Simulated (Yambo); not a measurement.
G0W0@LDA for Cs2KScF6 (space group Fm-3m, No. 225) in Yambo. Reference settings: 2×2×2 Γ-centred k mesh, bands 2 to 377 and a 8 Ry block in the screening, 377 bands in G with the Bruneval-Gonze terminator, plasmon pole fitted at 27.2 eV. The LDA gap Γ → Γ on this mesh is 6.48 eV; G0W0 gaps are taken between the same points.

With and without the terminator, as bands are cut:

```
bands in G (in W)  gap, terminator (eV)  gap, none (eV)  valence shift, terminator (eV)  valence shift, none (eV)
-----------------  --------------------  --------------  ------------------------------  ------------------------
141 (377)                        10.111           9.856                          -2.186                    -1.654
241 (377)                        10.076           9.895                          -2.186                    -1.870
377 (377)                        10.068           9.961                          -2.181                    -2.003
```

Over this range the gap spans 0.043 eV with the terminator and 0.105 eV without, the valence shift 0.005 eV and 0.349 eV. Neither column has reached its limit for certain.

Geometry of the Materials Project entry, not relaxed at this level; primitive cell a = 6.597 Å, b = 6.597 Å, c = 6.597 Å, α = 60.00°, β = 60.00°, γ = 60.00°.

The structure is a Materials Project entry; no match was found in the copy of COD used, and its stability was not checked.

A shift is the quasiparticle energy of the state minus its LDA energy.
